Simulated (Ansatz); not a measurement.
BaF₂:
```cif
data_Ba4F8
_chemical_formula_sum 'Ba4 F8'
_space_group_name_H-M_alt 'P 1'
_space_group_IT_number 1
_cell_length_a 6.64280
_cell_length_b 4.01359
_cell_length_c 7.85732
_cell_angle_alpha 90.000
_cell_angle_beta 90.000
_cell_angle_gamma 90.000
loop_
_space_group_symop_operation_xyz
  'x, y, z'
loop_
_atom_site_label
_atom_site_type_symbol
_atom_site_fract_x
_atom_site_fract_y
_atom_site_fract_z
_atom_site_occupancy
Ba1 Ba 0.24984 0.75000 0.11449 1
Ba2 Ba 0.75016 0.25000 0.88551 1
Ba3 Ba 0.25016 0.25000 0.61449 1
Ba4 Ba 0.74984 0.75000 0.38551 1
F1 F 0.02777 0.25000 0.33294 1
F2 F 0.97223 0.75000 0.66706 1
F3 F 0.47223 0.75000 0.83294 1
F4 F 0.52777 0.25000 0.16706 1
F5 F 0.64126 0.25000 0.57026 1
F6 F 0.35874 0.75000 0.42974 1
F7 F 0.85874 0.75000 0.07026 1
F8 F 0.14126 0.25000 0.92974 1
```

Relaxed with PBEsol. DFT-PBEsol in the program Ansatz with PAW potentials gives a gap of 7.06 eV.

Task: What gap does HSE06 give on the same cell (Ansatz, PAW)?

Result: 9.20 eV, 2.15 eV more. The hybrid was solved on a coarser mesh and at special points; its gap is the smallest among all of these.

| k | v1 PBEsol | c1 PBEsol | v1 HSE06 | c1 HSE06 |
|---|---|---|---|---|
| Γ | 0.00 | 7.06 | 0.00 | 9.20 |
| X | -0.10 | 7.84 | -0.10 | 10.00 |
| Z | -0.12 | 7.67 | -0.12 | 9.84 |
| U | -0.19 | 8.06 | [?] | [?] |
| Y | -0.13 | 8.12 | [?] | [?] |
| S | -0.23 | 8.54 | [?] | [?] |
| T | -0.24 | 7.99 | [?] | [?] |
| R | -0.14 | 8.40 | -0.11 | 10.60 |

Task: Top valence (v1) and lowest conduction level (c1) in eV from each method's valence maximum (which need not be a listed point): supply the withheld HSE06 values.

Result: 
- Y, v1 HSE06: -0.11
- Y, c1 HSE06: 10.31
- U, v1 HSE06: -0.17
- U, c1 HSE06: 10.24
- S, v1 HSE06: -0.20
- S, c1 HSE06: 10.75
- T, v1 HSE06: -0.23
- T, c1 HSE06: 10.17

Cost on shared cores: the PBEsol run (SCF on a 4×7×4 mesh, then bands and DOS) about 6 core-minutes (a rough figure), the HSE06 run (SCF on 3×4×2, then a few points) about 10 core-minutes (a rough figure); the tasks are unlike.

Space group Pnma. The first step of the workflow began from a Materials Project structure, measured or hypothetical; the Crystallography Open Database copy checked does not list it. It is not the phase usual at ambient conditions (space group No. 225). The PBEsol relaxation kept the symmetry of its start; its stability against distortions is not shown here. Scalar-relativistic: spin–orbit coupling is off unless named, which matters more the heavier the elements.

Potentials: the later of the program's two PAW sets.
